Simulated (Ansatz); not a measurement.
Given:

WSe2:
```cif
data_Se4W2
_chemical_formula_sum 'W2 Se4'
_space_group_name_H-M_alt 'P 1'
_space_group_IT_number 1
_cell_length_a 3.25000
_cell_length_b 3.25000
_cell_length_c 12.81897
_cell_angle_alpha 90.000
_cell_angle_beta 90.000
_cell_angle_gamma 120.000
loop_
_space_group_symop_operation_xyz
  'x, y, z'
loop_
_atom_site_label
_atom_site_type_symbol
_atom_site_fract_x
_atom_site_fract_y
_atom_site_fract_z
_atom_site_occupancy
W1 W 0.66667 0.33333 0.75000 1
W2 W 0.33333 0.66667 0.25000 1
Se1 Se 0.33333 0.66667 0.88001 1
Se2 Se 0.66667 0.33333 0.11999 1
Se3 Se 0.66667 0.33333 0.38001 1
Se4 Se 0.33333 0.66667 0.61999 1
```

This is the LDA-relaxed structure.

**Question.** All from DFT-LDA in the program Ansatz with PAW potentials, unless another level is named. Give the hole effective mass.

**Answer.** 0.75, 0.75, 1.2 mₑ (principal values).

**Question.** Next, the electron effective mass?

**Answer.** 0.39, 0.42, 0.50 mₑ (principal values).

**Question.** What about the band gap?

**Answer.** 0.86 eV (indirect).

**Question.** Give the conduction-band minimum.

**Answer.** on the K–Γ line, 45 % of the way from K (6 equivalent valleys).

Space group P6_3/mmc. The LDA relaxation kept the symmetry of its start; phonons on a q-mesh show no instability. No spin polarisation was allowed. A crystal of weakly bound layers computed without a dispersion correction: the cell and the soft elastic constants depend strongly on that. Spin–orbit coupling is left out wherever it is not named.

Potentials: the earlier of the program's two PAW sets.
